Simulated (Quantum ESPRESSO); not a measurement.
## Si3AlC3N (convergence and cost over cutoff and k mesh)

A calculation, not a measurement. The program is pw.x of Quantum ESPRESSO 7.5 (plane-wave density functional theory). The cell is made up: 8 atoms on a zincblende/diamond lattice, with randomly drawn elements, strain and displacements, not relaxed. PseudoDojo standard norm-conserving files (v0.5 for PBE, v0.4.1 for LDA and PBEsol) set the functional; there is no spin polarisation, spin-orbit coupling or dispersion term, and the masses in the input are unused placeholders.

Input of the run in row 2:

```
&control calculation='scf', pseudo_dir='./dojo.nc.sr.pbe.v0_5.standard.upf', outdir='./o', disk_io='medium', tprnfor=.true., tstress=.true. /
&system ibrav=0, nat=8, ntyp=4, nbnd=22, ecutwfc=84.00895049, nosym=.true., tot_charge=0,
 occupations='smearing', smearing='fd', degauss=0.0018374661
/
&electrons conv_thr=7.350e-09, electron_maxstep=60, /
ATOMIC_SPECIES
Al 1.0 Al.upf
C 1.0 C.upf
N 1.0 N.upf
Si 1.0 Si.upf
CELL_PARAMETERS angstrom
4.4386 0.0396 0.0667
0.0396 4.4581 0.0164
0.0667 0.0164 4.4333
ATOMIC_POSITIONS angstrom
Si 0.0646 -0.0024 -0.015
Al 0.1151 2.2691 2.227
Si 2.301 -0.0434 2.2573
Si 2.1954 2.222 0.0676
C 1.0915 1.0965 1.0831
N 1.2188 3.3836 3.3575
C 3.3719 1.1534 3.3258
C 3.4011 3.3719 1.2791
K_POINTS automatic
4 4 4 1 1 1
```

The same cell was run at these settings. Meshes are shifted by half a step, and differences are from the last row, which is itself not exact.

| cutoff (eV) | k mesh | k points solved | threshold (eV) | free energy less the last row's (eV) | pressure (GPa) | largest stress difference (GPa) | largest force difference (eV/Å) | iterations | wall time (s) | k-point pools | processor |
| --- | --- | --- | --- | --- | --- | --- | --- | --- | --- | --- | --- |
| 800 | 2 x 2 x 2 | 4 | 1e-04 | 0.653 | -6.95 | 2.33 | 0.086 | 9 | 22 | 1 | AMD EPYC, Zen 5 class |
| 1143 | 4 x 4 x 4 | 32 | 1e-07 | 0.005 | -4.70 | 0.02 | 0.003 | 12 | 117 | 1 | AMD EPYC, Zen 5 class |
| 1437 | 6 x 6 x 6 | 108 | 1e-07 | 0.000 | -4.69 | 0.00 | 0.000 | 12 | 617 | 1 | AMD EPYC, Zen 5 class |

Each pool is one process. Wall times include start-up and a band step at six k points, which weighs most on the coarsest meshes. The runs were on shared virtual cores whose load varied, so times are rough.